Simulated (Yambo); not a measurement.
Yambo run on Ba2RuH6 (space group Fm-3m, No. 225). The wavefunctions are PBEsol (Quantum ESPRESSO, PseudoDojo norm-conserving, 84 Ry, without SOC) ones on a 2×2×2 mesh (21 occupied bands); a = b = c = 5.7044 Å, α = β = γ = 60.00°.

Yambo input:

```
rim_cut
gw0
dyson
el_el_corr
HF_and_locXC
ppa
em1d
RandQpts= 1000000
RandGvec= 1 Ry
EXXRLvcs= 84 Ry
VXCRLvcs= 336 Ry
Chimod= "HARTREE"
% BndsRnXp
 5 | 186 |
%
NGsBlkXp= 3 Ry
% LongDrXp
 1.0 | 1.0 | 1.0 |
%
PPAPntXp= 27.2114 eV
% GbndRnge
 1 | 186 |
%
GTermKind= "BG"
DysSolver= "n"
ExtendOut
% QPkrange
 1 | 1 | 21 | 21 |
 3 | 3 | 21 | 22 |
%
```

k points by index: 1 = Γ, 3 = X.

Table of the .qp output:

```
#    K-point    Band    Eo [eV]    E [eV]    E-Eo [eV]    Vxc [eV]    Vnlxc [eV]    Sc|Eo [eV]    Sc|E [eV]    dSc/dw|Eo [eV]    Re(Z)    Im(Z)
#
    1    21    0.000000    -0.175029    -0.175029    -18.81030    -22.57882    3.543357    3.593485    -7.786245    0.777517    -0.001737
    3    21    -0.236235    -0.448463    -0.212228    -18.09519    -21.81608    3.447775    3.508667    -7.801406    0.777180    -0.001784
    3    22    1.741387    2.480598    0.739211    -12.56692    -8.252451    -3.414162    -3.575261    -5.929335    0.821084    -0.001290
```
(The two width columns are left out.) Convergence of these settings isn't established.

Geometry of the Materials Project entry, not relaxed at this level.

The structure is a Materials Project entry; no match was found in the copy of COD used, and its stability was not checked.
